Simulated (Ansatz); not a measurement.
GdInPt4: In interstitial

All numbers are calculated (PBEsol, collinear spin, no spin-orbit coupling; Ansatz, PAW set soft_2, 420 eV, k-mesh 3×3×3), not measured.

The relaxed host crystal (no gap at this level of theory):

```
Gd In Pt
1.0
     0.00000    3.77763    3.77763
     3.77763    0.00000    3.77763
     3.77763    3.77763    0.00000
Gd In Pt
1 1 4
Direct
  0.00000 0.00000 0.00000
  0.25000 0.25000 0.25000
  0.62458 0.12625 0.62458
  0.62458 0.62458 0.12625
  0.62458 0.62458 0.62458
  0.12625 0.62458 0.62458
```

Supercell of 24 atoms, rows of the matrix [[-1,1,1],[-1,1,-1],[-1,-1,1]] times the cell vectors; In interstitial at (0.000, 0.042, 0.333) in fractions of the cell above. Atoms are relaxed at the host's cell, from a start shaken by 0.05 Å near the defect.

Nearest atoms to the added In: relaxed Pt 2.49 Å, Pt 2.52 Å, In 2.57 Å, Pt 2.67 Å, Pt 2.68 Å, Pt 2.73 Å, Gd 2.77 Å.

The largest move of an atom from its ideal place is 0.8 Å, so the cell rearranged and didn't merely relax.

```tsv
charge	moment of the cell (μB)	gap of the cell on the mesh (eV)
0	28.02	0.00
```

At charge 0 the unpaired electrons sit on atoms with moments (μB): 4 Gd of 6.89.

No formation energy is given, since most atoms moved, by that rearrangement or by a distortion of the host itself.

Caveats: Gd without a U keeps its half-filled shell, but its 4f levels lie too near the Fermi level; open f or d shells may hold a state above the lowest; most atoms moved far, the host may distort by itself; small supercell, so energies and levels can be off by tenths of an eV; one random start near the defect, so other minima are possible.
